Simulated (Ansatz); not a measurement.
BiB:
```yaml
crystal:
  lattice:
    - [0.00000, 2.62849, 2.62849]
    - [2.62849, 0.00000, 2.62849]
    - [2.62849, 2.62849, 0.00000]
  atoms:
    - { symbol: B, position: [0.50000, 0.50000, 0.50000] }
    - { symbol: Bi, position: [0.00000, 0.00000, 0.00000] }
```

Relaxed with r²SCAN. Special points in fractions of this cell's reciprocal vectors: Γ (0.000, 0.000, 0.000); X (0.500, 0.000, 0.500); U (0.625, 0.250, 0.625); K (0.375, 0.375, 0.750); L (0.500, 0.500, 0.500); W (0.500, 0.250, 0.750).

Task: List the band energies nearest the Fermi level at these points for DFT-r²SCAN in the program Ansatz with PAW potentials.

Result: In eV from the Fermi level; about four levels below and three above (degenerate sets whole), none deeper than 8.9 eV; points with the same levels are listed once.

| k | below | above |
|---|---|---|
| Γ | -0.09 -0.09 -0.09 | 0.23 7.03 7.03 7.03 |
| X | -6.38 -4.34 -3.04 -3.04 | 4.51 9.13 9.13 |
| U | -7.00 -5.67 -2.16 -0.80 | 6.24 6.93 8.70 |
| L | -8.87 | 1.16 1.16 1.99 1.99 |
| W | -6.69 -5.04 -5.04 | 2.31 3.96 7.78 7.78 |

Space group Fm-3m (rock salt). The cell is a constructed one: a structure type filled with these elements; neither database checked (COD, Materials Project) lists it. Whether it is the stable phase at ambient conditions was not checked. Symmetry was held in the r²SCAN relaxation; its stability against distortions is not shown here. Spin–orbit coupling is left out wherever it is not named.

Potentials: the later of the program's two PAW sets.
